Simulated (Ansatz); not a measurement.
GaN:
```
GaN
1.0
    0.00000     2.22768     2.22768
    2.22768     0.00000     2.22768
    2.22768     2.22768     0.00000
Ga N
1 1
Direct
  0.00000   0.00000   0.00000
  0.25000   0.25000   0.25000
```

Relaxed with LDA. Special points in fractions of this cell's reciprocal vectors: Γ (0.000, 0.000, 0.000); X (0.500, 0.000, 0.500); U (0.625, 0.250, 0.625); K (0.375, 0.375, 0.750); L (0.500, 0.500, 0.500); W (0.500, 0.250, 0.750).

Task: List the band energies nearest the valence-band maximum at these points for LDA in the plane-wave PAW code Ansatz.

Result: In eV from the valence-band maximum; about four levels below and three above (degenerate sets whole), none deeper than 8.9 eV; … stands for higher levels left out; points with the same levels are listed once.

| k | below | above |
|---|---|---|
| Γ | 0.00 0.00 0.00 | 1.96 … |
| X | -6.36 -2.86 -2.86 | 3.27 6.68 … |
| U | -6.09 -4.49 -2.30 | 4.94 7.98 … |
| L | -7.35 -1.03 -1.03 | 4.77 8.76 … |
| W | -5.92 -3.90 -3.86 | 6.19 8.57 … |

Space group F-43m (zinc blende). The LDA relaxation kept the symmetry of its start; phonons on a q-mesh show no instability. Scalar-relativistic: spin–orbit coupling is off unless named, which matters more the heavier the elements.

Potentials: the later of the program's two PAW sets.
